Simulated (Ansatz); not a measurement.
**Profile along the Zn–F line in KZnF3 (cubic perovskite)**

KZnF3 (cubic perovskite)

```yaml
crystal:
  lattice:
    - [4.05234, 0.00000, 0.00000]
    - [0.00000, 4.05234, 0.00000]
    - [0.00000, 0.00000, 4.05234]
  atoms:
    - { symbol: K, position: [0.00000, 0.00000, 0.00000] }
    - { symbol: Zn, position: [0.50000, 0.50000, 0.50000] }
    - { symbol: F, position: [0.00000, 0.50000, 0.50000] }
    - { symbol: F, position: [0.50000, 0.00000, 0.50000] }
    - { symbol: F, position: [0.50000, 0.50000, 0.00000] }
```

Fields along a shortest Zn–F line of a {210} plane (2.03 Å), from Zn to F, interpolated on the slice's grid (step about 0.3 Å). The numbers are results of PBEsol (plane waves to 420 eV, PAW, scalar-relativistic; Ansatz, a quantum-chemistry and plane-wave program), not measurements. k mesh 8×8×8. These are valence fields of a PAW run, semicore shells included where kept as valence: close to a nucleus they are smooth pseudo fields. KZnF3 was relaxed with its symmetry unable to fall.

```json
[
 {"distance from Zn (Å)": "0.00", "valence electron density (e/Å³)": "46.72", "electron localisation function": "x"},
 {"distance from Zn (Å)": "0.20", "valence electron density (e/Å³)": "29.68", "electron localisation function": "x"},
 {"distance from Zn (Å)": "0.41", "valence electron density (e/Å³)": "8.52", "electron localisation function": "0.02"},
 {"distance from Zn (Å)": "0.61", "valence electron density (e/Å³)": "1.90", "electron localisation function": "0.06"},
 {"distance from Zn (Å)": "0.81", "valence electron density (e/Å³)": "0.67", "electron localisation function": "0.10"},
 {"distance from Zn (Å)": "1.01", "valence electron density (e/Å³)": "0.48", "electron localisation function": "0.21"},
 {"distance from Zn (Å)": "1.22", "valence electron density (e/Å³)": "0.75", "electron localisation function": "0.46"},
 {"distance from Zn (Å)": "1.42", "valence electron density (e/Å³)": "1.98", "electron localisation function": "0.77"},
 {"distance from Zn (Å)": "1.62", "valence electron density (e/Å³)": "5.51", "electron localisation function": "0.77"},
 {"distance from Zn (Å)": "1.83", "valence electron density (e/Å³)": "11.12", "electron localisation function": "x"},
 {"distance from Zn (Å)": "2.03", "valence electron density (e/Å³)": "13.98", "electron localisation function": "x"}
]
```

x: too close to a nucleus for the ELF to mean much.

Density on the Zn–F line (2.03 Å) at its midpoint: 0.48 e/Å³. ELF at that point: 0.2.
